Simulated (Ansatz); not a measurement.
C:
```
CELL_PARAMETERS angstrom
     -1.33188     2.77962     2.33386
      1.33188    -2.77962     2.33386
      1.33188     2.77962    -2.33386
ATOMIC_POSITIONS crystal
  C  0.67013 0.67463 0.34476
  C  0.32987 0.32537 0.65524
  C  0.82987 0.17463 0.00449
  C  0.17013 0.82537 0.99551
  C  0.25000 0.25000 0.00000
  C  0.75000 0.75000 0.00000
```

Relaxed with PBE. Special points in fractions of this cell's reciprocal vectors: Γ (0.000, 0.000, 0.000); X (0.500, -0.500, 0.500); F0 (0.307, -0.307, 0.693); Σ0 (-0.307, 0.307, 0.307); Λ0 (0.426, 0.426, -0.426); G0 (0.574, -0.426, 0.426); R (0.000, 0.500, 0.000); W (0.250, 0.250, 0.250); S (0.500, 0.000, 0.000); T (0.000, 0.000, 0.500).

Task: List the band energies nearest the valence-band maximum at these points for DFT-PBE in the program Ansatz with PAW potentials.

Result: In eV from the valence-band maximum; about four levels below and three above (degenerate sets whole), none deeper than 8.9 eV; points with the same levels are listed once.

| k | below | above |
|---|---|---|
| Γ | -4.20 -3.93 -2.59 -1.19 | 4.38 4.71 6.21 |
| X | -2.90 -2.34 -1.54 0.00 | 2.89 4.33 4.49 |
| F0 | -4.28 -3.02 -2.88 -2.61 | 3.88 4.46 4.59 |
| Λ0 | -2.92 -2.26 -2.16 -0.15 | 2.96 4.42 4.74 |
| R | -4.39 -4.39 -3.56 -3.56 | 3.31 3.31 5.21 5.21 |
| W | -6.97 -6.97 -3.81 -3.81 | 5.17 5.17 6.73 6.73 |
| S | -3.54 -3.54 -2.00 -2.00 | 3.59 3.59 6.40 6.40 |
| T | -6.95 -3.98 -3.20 -2.92 | 3.90 4.38 5.61 |

Space group Ibam. The start of the workflow was typed in or built on a structure type; neither database checked (COD, Materials Project) lists it. It is not the phase usual at ambient conditions (space group No. 194, 227). Symmetry was held in the PBE relaxation; its stability against distortions is not shown here. The volume moved by 20 % from the start of the relaxation.

Potentials: the earlier of the program's two PAW sets.
